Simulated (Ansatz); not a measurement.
The calculation used Ansatz, DFT PBE, scalar-relativistic, plane waves, PAW. All cells share a 420 eV cutoff and Γ-centred k meshes spaced at most about 0.3 Å⁻¹ (about 0.25 or finer for metals, 2π included). No spin polarisation in the final relaxations.

Temperature and zero-point effects are left out.

Two forms of HfB3 were relaxed alike.

1.

```
CELL_PARAMETERS angstrom
3.03206 0.00000 0.00000
-1.51603 2.62584 0.00000
0.00000 0.00000 5.13737
ATOMIC_POSITIONS crystal
Hf 0.00000 0.00000 0.50000
B 0.00000 0.00000 0.00000
B 0.33333 0.66667 0.15482
B 0.33333 0.66667 0.84518
```

2.

```
CELL_PARAMETERS angstrom
3.39187 0.00000 0.00000
0.00000 3.39187 0.00000
0.00000 0.00000 3.39187
ATOMIC_POSITIONS crystal
Hf 0.00000 0.00000 0.00000
B 0.00000 0.50000 0.50000
B 0.50000 0.00000 0.50000
B 0.50000 0.50000 0.00000
```

Question: Which form is favoured at zero pressure, and by what margin per atom?

Answer: Cell 1 is lower, by 0.62 eV/atom. Cell 1 has space group P-6m2 (No. 187), 10.2 Å³/atom and no gap on its mesh; cell 2 has the Cu3Au (L1_2) type, space group Pm-3m (No. 221), 9.8 Å³/atom and no gap. Counting B atoms around Hf (those within 1.25 times the shortest such distance or 1.15 times the sum of covalent radii), cell 1 has Hf 8 and cell 2 has Hf 12. Cell 1 holds B–B nets (shortest 1.59 Å); in cell 2 the shortest B–B distance is 2.40 Å. The lower one is the more open, so pressure narrows the difference. In cell 1, around Hf lie 8 B at 2.49–2.57 Å and 6 Hf at 3.03 Å; B on a site of symmetry -6m2 is surrounded by 6 B at 1.92 Å and 2 Hf at 2.57 Å; B on a site of symmetry 3m has 1 B at 1.59 Å, 3 B at 1.92 Å and 3 Hf at 2.49 Å. In cell 2, Hf is surrounded by 12 B at 2.40 Å; B is surrounded by 4 Hf at 2.40 Å and 8 B at 2.40 Å. Both come from invented guesses.

These runs have no spin–orbit coupling, which can matter for Hf. A magnetic state wasn't ruled out in cells without spin, among them P-6m2, Pm-3m. Cells relaxed within their symmetry can be saddle points.
